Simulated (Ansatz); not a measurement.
This cell of BaF2 (fluorite) is off equilibrium:

```
BaF2
1.0
    0.00000     3.07102     3.23479
    3.07102     0.00000     3.23479
    3.07102     3.07102     0.00000
Ba F
1 2
Direct
  0.00000   0.00000   0.00000
  0.25000   0.25000   0.25000
  0.75000   0.75000   0.75000
```

Level of theory: r2SCAN (plane waves to 500 eV, PAW, scalar-relativistic; Ansatz, a quantum-chemistry and plane-wave program). k mesh 9×9×9 (Γ-centred), Fermi-Dirac smearing 0.05 eV. E stands for the smeared free energy. Compression counts positive. BaF2 was relaxed with its symmetry unable to fall.

Problem. Give the stress tensor in GPa and the pressure.

Solution. 
```
  -0.68     0.00     0.00
   0.00    -0.68     0.00
   0.00     0.00    -3.37
```
The pressure, a third of the trace, is -1.58 GPa.

Problem. It is the relaxed cell deformed to V/V₀ = 1.027, (c/a)/(c/a)₀ = 1.053, c along z, fractional positions held. What is its energy relative to the relaxed cell?

Solution. 8.4 meV/atom.

(Under strain, the slope of the energy per volume gives the stress and its curvature an elastic modulus.)
